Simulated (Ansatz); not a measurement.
Relaxed-ion elastic tensor of Na (bcc (W type), Im-3m) in GPa (Voigt order), LDA (plane waves, PAW; program Ansatz); density 1.15 g/cm³, 33.29 Å³ per atom.

```json
[
 {"": "1", "1": "10.2", "2": "8.6", "3": "8.6", "4": "0.0", "5": "0.0", "6": "0.0"},
 {"": "2", "1": "8.6", "2": "10.2", "3": "8.6", "4": "0.0", "5": "0.0", "6": "0.0"},
 {"": "3", "1": "8.6", "2": "8.6", "3": "10.2", "4": "0.0", "5": "0.0", "6": "0.0"},
 {"": "4", "1": "0.0", "2": "0.0", "3": "0.0", "4": "7.0", "5": "0.0", "6": "0.0"},
 {"": "5", "1": "0.0", "2": "0.0", "3": "0.0", "4": "0.0", "5": "7.0", "6": "0.0"},
 {"": "6", "1": "0.0", "2": "0.0", "3": "0.0", "4": "0.0", "5": "0.0", "6": "7.0"}
]
```

Q: Is the crystal mechanically stable?

A: Yes: the smallest eigenvalue of C is 1.6 GPa.

Q: Work out the Voigt, Reuss and Hill averages.

A: K_V = 9.1, K_R = 9.1, K_H = 9.1; G_V = 4.5, G_R = 1.7, G_H = 3.1 GPa.

Q: Give Young's modulus, Poisson's ratio, Pugh's ratio and the universal anisotropy index.

A: E = 9KG/(3K + G) = 8.4 GPa; ν = 0.35; K/G = 2.94 (ductile by the Pugh limit of 1.75); A_U = 5G_V/G_R + K_V/K_R − 6 = 8.23.

Q: Estimate the sound speeds and the Debye temperature.

A: v_l = √((K + 4G/3)/ρ) = 3400 m/s, v_t = √(G/ρ) = 1650 m/s, mean 1850 m/s; Θ = (h/k)(3n/4πV)^(1/3) v_m = 171 K.

Q: Give the Zener ratio and Young's modulus along [100], [110] and [111].

A: A = 2C44/(C11 − C12) = 8.74; 1/E = S11 − 2(S11 − S12 − S44/2)Γ with Γ = 0, 1/4, 1/3 gives 2.3, 6.6, 16.7 GPa.

Q: Solve the Christoffel equation for the three sound speeds along [100], [110], [111].

A: Eigenvalues of C_ijkl n_j n_l equal ρv². In km/s, slowest first: [100] 2.47, 2.47, 2.98; [110] 0.83, 2.47, 3.78; [111] 1.58, 1.58, 4.01.

Symmetry was held in the LDA relaxation; phonons on a q-mesh show no instability. As this level gives no gap, shear constants depend on the k-mesh and smearing (Fermi–Dirac, 0.1 eV here).

Potentials: the earlier of the program's two PAW sets.
